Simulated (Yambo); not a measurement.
CdS (zinc blende, space group F-43m, No. 216) under isotropic strain of -1.5 % on all lattice vectors; a = 4.057 Å, b = 4.057 Å, c = 4.057 Å, α = 60.00°, β = 60.00°, γ = 60.00°. With the G0W0 scissor the direct gap on the mesh is 2.31 eV.

Can the lowest exciton of this BSE run be trusted, and with what binding energy? (Yambo, PBEsol bands; 8×8×8 mesh, 3 valence and 1 conduction bands, static screening with 30 bands and a 4 Ry block, scissor 1.21 eV, Tamm-Dancoff.)

No. The lowest state covers only about 1 of the 512 k points, so the mesh doesn't resolve it: its energy and its distance from the direct gap are mesh artefacts. An extended exciton needs a far denser mesh. The scissor comes from a G0W0 run whose convergence isn't established. Spin-orbit splittings are left out.

Geometry strained from the cell relaxed with PBEsol, atoms relaxed again.
